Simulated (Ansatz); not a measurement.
Here is the system:

KZnF3 (cubic perovskite)

```yaml
crystal:
  lattice:
    - [4.05234, 0.00000, 0.00000]
    - [0.00000, 4.05234, 0.00000]
    - [0.00000, 0.00000, 4.05234]
  atoms:
    - { symbol: K, position: [0.00000, 0.00000, 0.00000] }
    - { symbol: Zn, position: [0.50000, 0.50000, 0.50000] }
    - { symbol: F, position: [0.00000, 0.50000, 0.50000] }
    - { symbol: F, position: [0.50000, 0.00000, 0.50000] }
    - { symbol: F, position: [0.50000, 0.50000, 0.00000] }
```

In each cell atom 1 (K, nearest neighbour F at 2.865 Å; its periodic images, 4.1 Å or more away, move with it) moves by s·(0.707, 0.707, 0.000) (along Cartesian [110]), the rest being held.

Level of theory: PBEsol (plane waves to 420 eV, PAW, scalar-relativistic; Ansatz, a quantum-chemistry and plane-wave program). k mesh 7×7×7 (Γ-centred), Fermi-Dirac smearing 0.05 eV. E stands for the smeared free energy. KZnF3 was relaxed with its symmetry unable to fall. The zero of ΔE is the undisplaced structure.

The scan covers s from -0.860 to 0.860 Å in 11 points.

Task: Is this a single well or a double well?

Result: A single well with its minimum at or next to zero displacement.

Task: Is the energy the same for equal positive and negative displacements?

Result: Even: the same for both signs. With its periodic images moving along, the atom's site symmetry in this cell is m-3m.

Task: What force acts on the atom along the line at s = -0.860 Å?

Result: 5.27 eV/Å.

Task: What is the energy change at s = 0.860 Å?

Result: 1298 meV/cell.

Task: What is the force constant k = d²E/ds² of this move at s = 0?

Result: 1.53 eV/Å².

(For displaced atoms, the force is minus the slope of the energy, and its curvature is a force constant, which sets phonon frequencies.)
